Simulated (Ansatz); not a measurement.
CdGeAs$_{2}$ (chalcopyrite, I-42d) at seven volumes, r²SCAN in the plane-wave PAW code Ansatz, shape and atoms relaxed at each. One row is withheld.

```csv
V (Å³/atom),P (GPa)
22.988,7.19
23.746,4.38
24.504,?
25.262,0.00
26.019,-1.67
26.777,-3.11
27.535,-4.32
```

Problem. Fit the shown pressures and predict the withheld one.

Solution. P = (3/2)B₀(x^(7/2) − x^(5/2))[1 + (3/4)(B′ − 4)(x − 1)] with x = (V₀/V)^(2/3). Least squares on the six rows gives V₀ = 25.266 Å³/atom, B₀ = 61.2 GPa, B′ = 4.61. At V = 24.504, x = 1.0206 and P = 2.01 GPa. The run itself gave 2.00 GPa.

Symmetry was held in the r²SCAN relaxation.

Potentials: the later of the program's two PAW sets.
